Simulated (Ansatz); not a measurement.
YSiO:
```
YSiO
1.0
    3.34886     0.00000     0.00000
    0.00000     3.34886     0.00000
    0.00000     0.00000     7.96879
Y Si O
2 2 2
Direct
  0.00000   0.50000   0.67223
  0.50000   0.00000   0.32777
  0.00000   0.00000   0.00000
  0.50000   0.50000   0.00000
  0.50000   0.00000   0.61301
  0.00000   0.50000   0.38699
```

Relaxed with PBEsol. Special points in fractions of this cell's reciprocal vectors: Γ (0.000, 0.000, 0.000); X (0.000, 0.500, 0.000); M (0.500, 0.500, 0.000); Z (0.000, 0.000, 0.500); R (0.000, 0.500, 0.500); A (0.500, 0.500, 0.500).

Task: List the band energies nearest the Fermi level at these points for PBEsol with spin–orbit coupling in the plane-wave PAW code Ansatz.

Result: In eV from the Fermi level; about four levels below and three above (degenerate sets whole), none deeper than 8.9 eV; points with the same levels are listed once.

```csv
k,below,above
Γ,-1.33 -1.33 -1.07 -1.07,0.04 0.04 1.98 1.98
X,-1.13 -1.13 -1.13 -1.13,1.40 1.40 1.40 1.40
M,-0.74 -0.74 -0.74 -0.74,2.45 2.45 2.45 2.45
Z,-0.79 -0.79 -0.49 -0.49,2.27 2.27 2.53 2.53
R,-1.79 -1.79 -1.79 -1.79,1.48 1.48 1.48 1.48
A,-0.94 -0.94 -0.94 -0.94,2.25 2.25 2.25 2.25
```

Space group P4/nmm. The start of the workflow was typed in or built on a structure type; neither database checked (COD, Materials Project) lists it. Its standing as an ambient phase is unchecked. The PBEsol relaxation kept the symmetry of its start; whether a distortion lowers the energy is not shown. No spin polarisation was allowed.

Potentials: the earlier of the program's two PAW sets. The files were generated under PBE; for other functionals the program regenerates the frozen cores, and for LDA and PBEsol the local potential too.
